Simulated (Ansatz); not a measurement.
## ReOs: strain energy, fitted

ReOs, P-6m2, a = 2.753 Å, c = 4.364 Å. The structure is a Materials Project entry; whether it is the stable form wasn't checked. Ansatz: r2SCAN, PAW, 500 eV, Γ-centred 18×18×10 mesh on 2 atoms, Gaussian smearing 0.10 eV; no spin polarisation. Series: strain along c alone, the other axes held, atoms fixed by symmetry; x is the strain in per cent. y is the free energy over the unstrained cell, V0 = 14.325 Å³/atom.

| x (%) | y (meV/atom) |
| --- | --- |
| -3.0 | ? |
| -2.0 | 15.17 |
| -1.0 | 3.67 |
| 0.0 | 0.00 |
| 1.0 | 3.49 |
| 2.0 | 13.75 |
| 3.0 | 30.39 |

Q: Fit y = c2 x² + c3 x³ to the other rows, turn c2 into a modulus, and predict the missing energy.

A: Least squares on the rows shown. y = 3.6209 x² − 0.082525 x³. In eV per unit strain² c2 is 36.21; this is C33 with relaxed ions (E = ½ C33 V0 ε²): 2 × 36.21 × 160.2 / (14.325) = 810 GPa. At x = -3.0 the fit asked for gives 34.82 meV/atom. The run gave 35.15 meV/atom, so the fit is 0.33 meV/atom too low, 0.94 % of the span of the series, against an rms of 0.05 meV/atom on the fitted rows. The row lies outside the fitted range. With a term in x⁴ added, a fit to the same known rows predicts 35.21 meV/atom, so most of the miss is curvature that the known rows already hold.

Spin–orbit coupling is left out, which can shift energies with elements as heavy as these.